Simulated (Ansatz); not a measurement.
**Elastic constants of WC: input and output**

Computed with DFT PBE, scalar-relativistic, plane waves, PAW (Ansatz).

Launched with:
```bash
ansatz run input.yaml --threads 1 --pin off --max-ram 3072MiB --backend cpu --events-out ev --progress --plain --runs-dir out
```

Input (bare energies are in eV):
```yaml
crystal:
  lattice:
    - [2.9227909904, 0.0, 0.0]
    - [-1.4613954952, 2.5312112476, 0.0]
    - [0.0, 0.0, 2.8458369296]
  atoms:
    - { symbol: W, position: [0.0, 0.0, 0.0] }
    - { symbol: C, position: [0.6666666667, 0.3333333333, 0.5] }
basis:
  ecutwfc: 420
kpoints:
  mp_grid: { grid: [18, 18, 14] }
hamiltonian:
  xc: pbe
scf:
  occupations: { method: fermi_dirac, width: 0.15 }
output:
  forces: true
  stress: true
  eigenvalues: true
elastic:
  mode: relaxed_ion
  amplitude: 0.005
```

From the output:
```
--- Elastic constants: 3 strain directions × 4 members + reference (group order 12) ---
  dense FFT box of the reference and of every strained cell: 20×20×20
  strains applied: 11, 33, 23; error gains: componentwise 1.00 (the most a stress slope's error grows in a printed constant), spectral 1.41 (1 for all six strains in a standard setting)
  C = ∂σ_k/∂η_j (tension-positive GPa; Voigt order 11 22 33 23 13 12):
       699.487    224.744    170.631      0.000      0.000     -0.000
       224.744    699.487    170.631      0.000      0.000      0.000
       170.637    170.637    942.635      0.000      0.000     -0.000
         0.000      0.000      0.000    297.920      0.000      0.000
         0.000      0.000      0.000      0.000    297.920      0.000
        -0.000      0.000     -0.000      0.000      0.000    237.371
  reference stress σ⁰ (GPa):     -0.004     -0.004     -0.003     -0.000     -0.000      0.000
  C* (energy form; C + prestress term) asymmetry max|C*_kj − C*_jk| = 6.842e-3 GPa — a small one proves nothing (zero by symmetry where the batch's group is 432, −43m or m−3m); a large one is finite-difference/SCF noise where every solve ...
  moduli (Voigt/Reuss/Hill, GPa): K = 385.96/382.23/384.09   G = 285.02/277.97/281.49   E = 678.69   ν = 0.206
  mechanically stable: yes (min eigenvalue of sym C = 237.37 GPa)
  harmonic check of the ions' relaxations: strain 23: 1 pair too noisy to judge
  the stresses are not corrected for the forces that the relaxations left standing (`elastic.f_tol`)
  strain η (Voigt 11):  stress-route row diagonal C_11 = 699.49 GPa, energy-path curvature d²(F+E_count+ΔE)/dδ²/Ω₀ = 699.51 GPa
    cells at ±δ against ±2δ: C11 699.63 and 700.05 GPa, apart by 0.06 % of the column's largest entry
         δ    σ_11 (GPa) F (eV) n_scf n_hpsi n_pw
    -1.000e-2      -7.2589      -10636.0658916      10  178634    423   relax 3 steps, max|allowed force component| 2.21e-5 eV/Å
    -5.000e-3      -3.5656      -10636.0694380      11  188776    427   relax 3 steps, max|allowed force component| 2.80e-7 eV/Å
     5.000e-3       3.4307      -10636.0694752      11  188946    431   relax 3 steps, max|allowed force component| 5.30e-7 eV/Å
     1.000e-2       6.7420      -10636.0661241      11  188868    435   relax 3 steps, max|allowed force component| 7.53e-7 eV/Å
  strain η (Voigt 33):  stress-route row diagonal C_33 = 942.63 GPa, energy-path curvature d²(F+E_count+ΔE)/dδ²/Ω₀ = 942.63 GPa
    cells at ±δ against ±2δ: C33 942.78 and 943.21 GPa, apart by 0.05 % of the column's largest entry
         δ    σ_33 (GPa) F (eV) n_scf n_hpsi n_pw
    -1.000e-2      -9.7378      -10636.0642728       8   71254    423   relax 0 steps, max|allowed force component| 0.00e0 eV/Å
    -5.000e-3      -4.7924      -10636.0690235       4   57934    426   relax 0 steps, max|allowed force component| 2.96e-16 eV/Å
     5.000e-3       4.6354      -10636.0690738       3   58864    431   relax 0 steps, max|allowed force component| 2.50e-16 eV/Å
     1.000e-2       9.1263      -10636.0645476       6   61503    431   relax 0 steps, max|allowed force component| 3.24e-17 eV/Å
  strain η (Voigt 23):  stress-route row diagonal C_44 = 297.92 GPa, energy-path curvature d²(F+E_count+ΔE)/dδ²/Ω₀ = 297.92 GPa
    cells at ±δ against ±2δ: C44 297.88 and 297.76 GPa, apart by 0.04 % of the column's largest entry
         δ    σ_23 (GPa) F (eV) n_scf n_hpsi n_pw
    -1.000e-2      -2.9776      -10636.0686488      11  313704    427   relax 3 steps, max|allowed force component| 1.89e-5 eV/Å
    -5.000e-3      -1.4894      -10636.0701141      11  313589    428   relax 2 steps, max|allowed force component| 2.48e-5 eV/Å
     5.000e-3       1.4894      -10636.0701141      11  313545    428   relax 3 steps, max|allowed force component| 2.74e-6 eV/Å
     1.000e-2       2.9776      -10636.0686488      11  313609    427   relax 3 steps, max|allowed force component| 1.89e-5 eV/Å
```

Time: 17 min on 1 thread of Intel(R) Xeon(R) Platinum 8259CL CPU @ 2.50GHz (Skylake/Cascade Lake), with other jobs on the host, peak memory 0.78 GiB.

In a metal, frequencies and elastic constants depend on the k mesh and the smearing, soft modes and shear constants most. Spin–orbit coupling is left out, which can shift energies with elements as heavy as these.